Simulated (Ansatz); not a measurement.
K2PtBr6 (space group Fm-3m)

```yaml
crystal:
  lattice:
    - [0.00000, 4.99074, 4.99074]
    - [4.99074, 0.00000, 4.99074]
    - [4.99074, 4.99074, 0.00000]
  atoms:
    - { symbol: K, position: [0.25000, 0.25000, 0.25000] }
    - { symbol: K, position: [0.75000, 0.75000, 0.75000] }
    - { symbol: Pt, position: [0.00000, 0.00000, 0.00000] }
    - { symbol: Br, position: [0.24531, 0.75469, 0.24531] }
    - { symbol: Br, position: [0.75469, 0.24531, 0.75469] }
    - { symbol: Br, position: [0.24531, 0.75469, 0.75469] }
    - { symbol: Br, position: [0.75469, 0.24531, 0.24531] }
    - { symbol: Br, position: [0.24531, 0.24531, 0.75469] }
    - { symbol: Br, position: [0.75469, 0.75469, 0.24531] }
```

The slice is a {110} plane (indices of the conventional cell) through the point (0.755, 0.245, 0.755) (fractional), spanned by u = [100] and v = [1 -1 -1] in vectors of this cell: u (7.06 Å) and v (9.98 Å, at 90° to u). It covers one period; positions are fractions (u, v).

Method: LDA (plane waves to 420 eV, PAW, scalar-relativistic; Ansatz, a quantum-chemistry and plane-wave program). k mesh 6×6×6. These are valence fields of a PAW run, semicore shells included where kept as valence: close to a nucleus they are smooth pseudo fields. K2PtBr6 is run without spin polarisation and with no Hubbard U. K2PtBr6 was relaxed with its symmetry unable to fall. Spin-orbit coupling is left out, though Pt is heavy.

### Question
Sketch the valence electron density on this plane as a map.

### Answer
```
|%%@@@@%%**====++##@@@@%%@@@@%%**==----**%%@@@@|
|@@@@@@##++====++**%%@@@@@@@@##++--::--++##@@@@|
|%%%%##++==----==++##%%%%%%##**==::..::==++##%%|
|****++==--::::::--++++****++==--......::==++**|
|==----::::::::::::----==----::::........::----|
|........::::::::..................::..........|
|    ....::::::::::..        ....::::::....    |
|    ....::----::::..        ....::::::::..    |
|    ....::::::::....        ....::::::::..    |
|........::::::::................::::::........|
|==----::........::::--====--::::......::::----|
|****++--::....::--==++****++==--::::::--==++**|
|%%%%##++--::::--==**%%%%%%##**++--::--==**##%%|
|@@@@%%**==--::==**%%@@@@@@@@%%**==--==++##@@@@|
|%%@@@@##++----==##@@@@%%%%@@@@##++==++**%%@@@@|
|==%%@@%%++----++##@@@@++++@@@@##++==++##@@@@##|
|%%@@@@##++----==##@@@@%%%%@@@@##++==++**%%@@@@|
|@@@@%%**==--::==**%%@@@@@@@@%%**==--==++##@@@@|
|%%%%##++--::::--==**%%%%%%##**++--::--==**##%%|
|****++--::....::--==++****++==--::::::--==++**|
|==----::........::::--====--::::......::::----|
|........::::::::................::::::........|
|    ....::::::::....        ....::::::::..    |
|    ....::----::::..        ....::::::::..    |
|    ....::::::::::..        ....::::::....    |
|........::::::::..................::..........|
|==----::::::::::::----==----::::........::----|
|****++==--::::::--++++****++==--......::==++**|
|%%%%##++==----==++##%%%%%%##**==::..::==++##%%|
|@@@@@@##++====++**%%@@@@@@@@##++--::--++##@@@@|
|%%@@@@%%**====++##@@@@%%@@@@%%**==----**%%@@@@|
|--##@@%%**++==**%%@@%%==**@@@@##==--==**%%@@%%|
```
Scale: ten equal steps from -1.82 (start of ' ') to 0.10 (end of '@'), in the order ' .:-=+*#%@'. Values: log₁₀ of the valence density in e/Å³. The map has 23 points along u (two characters each, u = 0 at the left) and 32 along v (v = 0 in the bottom row). The scale is logarithmic, as a density can span decades between atoms and voids.
